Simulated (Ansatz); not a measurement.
# H interstitial in La4GaSi3, calculated

All numbers are calculated (PBEsol, no spin polarisation, no spin-orbit coupling; Ansatz, PAW set soft_2, 420 eV, k-mesh 3×3×2 shifted by half a step), not measured.

The relaxed host crystal (no gap at this level of theory):

```yaml
crystal:
  lattice:
    - [3.98926, 0.00000, 0.00000]
    - [0.00000, 4.48154, 0.00000]
    - [0.00000, 0.00000, 11.27663]
  atoms:
    - { symbol: Ga, position: [0.00000, 0.00000, 0.06760] }
    - { symbol: La, position: [0.00000, 0.00000, 0.36018] }
    - { symbol: La, position: [0.00000, 0.50000, 0.85520] }
    - { symbol: La, position: [0.50000, 0.50000, 0.14329] }
    - { symbol: La, position: [0.50000, 0.00000, 0.64182] }
    - { symbol: Si, position: [0.00000, 0.50000, 0.56701] }
    - { symbol: Si, position: [0.50000, 0.50000, 0.43440] }
    - { symbol: Si, position: [0.50000, 0.00000, 0.93050] }
```

Supercell of 32 atoms, rows of the matrix [[0,2,0],[2,-1,0],[0,0,-1]] times the cell vectors; H interstitial at (0.500, 0.500, 0.729) in fractions of the cell above. Atoms are relaxed at the host's cell, from a start shaken by 0.05 Å near the defect.

Distances from the added H (Å), by shell of the perfect crystal:

| shell | perfect crystal | relaxed, charge 0 |
| --- | --- | --- |
| 4 La | 2.45 | 2.40 (2.37 to 2.43) |
| 2 Si | 2.71 | 2.83 |
| 2 Si | 3.19 | 3.17 |
| 1 Si | 3.32 | 3.42 |

```json
{"charge": "0", "gap of the cell on the mesh (eV)": "0.00"}
```

Formation energy of the neutral defect: -0.84 eV, taking atoms from and to the elements' standard states (no corrections for gases), so it belongs to those chemical potentials alone.

A negative value doesn't mean that the atoms enter by themselves: with the elements as reservoirs, compounds of them would form first.

Caveats: small supercell, so energies and levels can be off by tenths of an eV; one random start near the defect, so other minima are possible.
